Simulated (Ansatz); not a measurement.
## Cs2TlP6F, a known structure type with other elements, at an estimated volume

```xyz
10
Lattice="0.0000 4.9226 4.9226 4.9226 0.0000 4.9226 4.9226 4.9226 0.0000" Properties=species:S:1:pos:R:3 pbc="T T T"
F     0.0000    0.0000    0.0000
P     2.0675    4.9226    4.9226
P     4.9226    2.0675    4.9226
P     7.7777    4.9226    4.9226
P     4.9226    7.7777    4.9226
P     4.9226    4.9226    2.0675
P     4.9226    4.9226    7.7777
Cs    2.4613    2.4613    2.4613
Cs    7.3839    7.3839    7.3839
Tl    4.9226    4.9226    4.9226
```

Level: PBE, no spin polarisation; 420 eV; 6×6×6 Γ-centred mesh; fermi-dirac occupations (width 0.1 eV); Ansatz 0.2.0, fixed geometry.

Question: Metal or insulator?

Answer: It is a metal, with about 5.3 states/eV a cell as the mean within 0.25 eV of the Fermi level, mostly P p (83 %).

Question: What is the formation energy?

Answer: 0.67 eV an atom against the elements' usual phases (free molecules for gases, crystals otherwise, with no correction for O₂ or N₂), so at this geometry it isn't bound against them. Relaxing would lower it.

Question: What does the stress say?

Answer: The pressure is 4.5 GPa (compression positive), so with the atoms held at these fractions the cell would first expand.

Question: Which atom feels the largest force, and which way?

Answer: The largest is on P4 (and as large on other atoms): 0.38 eV/Å, components (-0.38, 0.00, 0.00). It makes 180° with the line to a nearest neighbour, F1 at 2.07 Å, pointing away from it.

Question: Give the Bader charges.

Answer: Bader charges in e: Cs +0.67, Tl +0.24, P -0.13, F -0.79. In the mean Cs gives up most and F takes most.

Origin: a known structure type with other elements, at an estimated volume, so it need not be a known compound. Caveats: many states at the Fermi level without spin polarisation, so a magnetic state may lie lower.
